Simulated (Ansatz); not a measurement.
# CsCdCl₃: enthalpy under pressure, worked through

All numbers below come from Ansatz, DFT LDA, scalar-relativistic, plane waves, PAW. Run with 420 eV cutoff, 6×6×6 k-mesh, Gaussian smearing of 0.02 eV, no spin polarisation.

Starting point, cell and atoms relaxed:

```
Cs Cd Cl
1.0
     5.11217    0.00000    0.00000
     0.00000    5.11217    0.00000
     0.00000    0.00000    5.11217
Cs Cd Cl
1 1 3
Direct
  0.00000 0.00000 0.00000
  0.50000 0.50000 0.50000
  0.00000 0.50000 0.50000
  0.50000 0.00000 0.50000
  0.50000 0.50000 0.00000
```

Cell and atoms were relaxed at each target pressure within the start's symmetry (Pm-3m), at zero temperature; other phases can be more stable under pressure. H = E + PV with P the target; E is the free energy at the smearing used, whose derivative the pressure is, per atom and counted from zero pressure.

Spin-orbit coupling is left out, which matters for the bands and energies of heavy elements.

| P (GPa) | V (Å³/atom) | E − E0 (meV) | H − H0 (meV) |
| --- | --- | --- | --- |
| 0 | 26.721 | 0.0 | 0.0 |
| 2 | 25.638 | 6.5 | 326.6 |
| 5 | 24.375 | 33.4 | 794.1 |
| 10 | 22.820 | 104.6 | 1528.9 |
| 20 | 20.780 | 290.5 | 2884.5 |
| 40 | 18.374 | 726.4 | 5313.6 |

**Question.** Thermodynamics gives dH/dP = V along a relaxed path. Integrate V over P by the trapezoid rule and compare with the computed enthalpies.

**Answer.** With 1 eV/Å³ = 160.22 GPa, each step adds the mean volume times ΔP / 160.22:
```csv
P (GPa),∫V dP (meV),H − H0 (meV),difference (meV)
2,326.8,326.6,0.2
5,795.0,794.1,0.9
10,1531.4,1528.9,2.5
20,2892.1,2884.5,7.6
40,5335.9,5313.6,22.3
```

V(P) curves upward, so the trapezoid rule runs high; integrating a smooth curve through the same points (P as a polynomial of degree 4 in ln V) puts that excess at about 21.5 meV at 40 GPa, against the 22.3 meV found.

**Question.** At 40 GPa, how much of the enthalpy change is stored energy and how much is the PV term?

**Answer.** E rises by 726 meV/atom and PV is 40 × 18.374 / 160.22 = 4587 meV/atom, so PV makes 86 % of ΔH. So between rival structures at high pressure a small difference in volume can outweigh the difference in energy: 1 % of this volume is worth 45.9 meV/atom at this pressure.

**Question.** What bulk modulus do the lowest pressures give?

**Answer.** From the pressures that the runs reached, -1.98 GPa (28.190 Å³) and 1.99 GPa (25.638 Å³), B = −ΔP/Δln V = 3.97 / 0.0949 = 42 GPa, a mean over that range.

**Question.** The gap is 1.507 eV at -1.98 GPa and 1.649 eV at 1.99 GPa. What pressure coefficient and volume deformation potential follow?

**Answer.** dE_g/dP = 35.7 meV/GPa, and a_V = dE_g/d ln V = −B dE_g/dP = -1.49 eV. If the edges move to other points of the zone within the range, this is a mean of two slopes. Gaps are Kohn–Sham gaps over the whole zone.

Symmetry holds off the tilts and polar distortions that many cubic perovskites undergo.